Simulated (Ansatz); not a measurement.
Given:

Rb₂NiP₂:
```yaml
crystal:
  lattice:
    - [3.22597, -6.83649, 0.00000]
    - [3.22597, 6.83649, 0.00000]
    - [0.00000, 0.00000, 5.59201]
  atoms:
    - { symbol: Rb, position: [0.78758, 0.21242, 0.25000] }
    - { symbol: Rb, position: [0.21242, 0.78758, 0.75000] }
    - { symbol: Rb, position: [0.41116, 0.58884, 0.25000] }
    - { symbol: Rb, position: [0.58884, 0.41116, 0.75000] }
    - { symbol: Ni, position: [0.00000, 0.00000, 0.00000] }
    - { symbol: Ni, position: [0.00000, 0.00000, 0.50000] }
    - { symbol: P, position: [0.92808, 0.73555, 0.25000] }
    - { symbol: P, position: [0.07192, 0.26445, 0.75000] }
    - { symbol: P, position: [0.73555, 0.92808, 0.75000] }
    - { symbol: P, position: [0.26445, 0.07192, 0.25000] }
```

This is the LDA-relaxed structure. Cartesian axes are those of the cell as given.

Task: All from DFT-LDA in the program Ansatz with PAW potentials, unless another level is named. Give the band gap.

Result: 0.51 eV (indirect).

Task: And the hole effective mass?

Result: 0.31, 8.9, 13 mₑ (principal values).

Task: What about the formation energy from the elements (no fitted shifts)?

Result: -0.50 eV/atom.

Task: Next, the conduction-band minimum?

Result: off the standard path, at k = (0.292, 0.292, 0.307).

Space group Cmcm. The workflow started from a Materials Project entry (that database holds measured and hypothetical structures alike); the Crystallography Open Database copy checked does not list it. Its standing as an ambient phase is unchecked. The LDA relaxation kept the symmetry of its start; phonons on a q-mesh show no instability. The run is not spin-polarised. The references are the lowest solids computed at this level, not always the standard phases. Spin–orbit coupling is left out wherever it is not named.

Potentials: the later of the program's two PAW sets.
